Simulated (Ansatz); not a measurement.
NbPd₂:
```
NbPd2
1.0
   -1.41383     1.96478     4.20549
    1.41383    -1.96478     4.20549
    1.41383     1.96478    -4.20549
Nb Pd
1 2
Direct
  0.00000   0.00000   0.00000
  0.66637   0.66637   0.00000
  0.33363   0.33363   0.00000
```

Relaxed with r²SCAN. Special points in fractions of this cell's reciprocal vectors: Γ (0.000, 0.000, 0.000); X (0.500, 0.500, -0.500); F2 (0.278, 0.722, -0.278); Σ0 (-0.278, 0.278, 0.278); Y0 (0.305, -0.305, 0.305); U0 (0.695, 0.305, -0.305); R (0.000, 0.500, 0.000); W (0.250, 0.250, 0.250); S (0.500, 0.000, 0.000); T (0.000, 0.000, 0.500).

Task: List the band energies nearest the Fermi level at these points for plane-wave PAW r²SCAN (Ansatz code).

Result: In eV from the Fermi level; about four levels below and three above (degenerate sets whole), none deeper than 8.9 eV; points with the same levels are listed once.

```csv
k,below,above
Γ,-2.06 -1.44 -0.85 -0.22,2.48 3.27 5.41
X,-1.94 -1.86 -1.09 -1.09,2.10 2.56 3.11
F2,-3.41 -2.07 -1.67 -1.64,0.23 0.31 0.93
Y0,-1.61 -1.44 -1.37 -0.56,1.41 2.20 2.83
R,-3.81 -2.90 -1.90 -1.69,0.16 0.94 1.14
W,-1.54 -1.26 -0.52 -0.21,1.62 3.82 3.92
S,-1.99 -1.33 -1.28 -1.16,0.86 1.42 2.38
T,-2.44 -1.77 -1.02 -0.32,0.79 1.45 1.59
```

Space group Immm. The workflow started from a Materials Project entry (that database holds measured and hypothetical structures alike); the Crystallography Open Database copy checked does not list it. With Nb and Pd taken as one species the cell has the higher symmetry Fm-3m, so it may be an ordered model of a mixed-site phase. Its standing as an ambient phase is unchecked. The r²SCAN relaxation kept the symmetry of its start; its stability against distortions is not shown here. No spin polarisation was allowed. Scalar-relativistic: spin–orbit coupling is off unless named, which matters more the heavier the elements.

Potentials: the later of the program's two PAW sets.
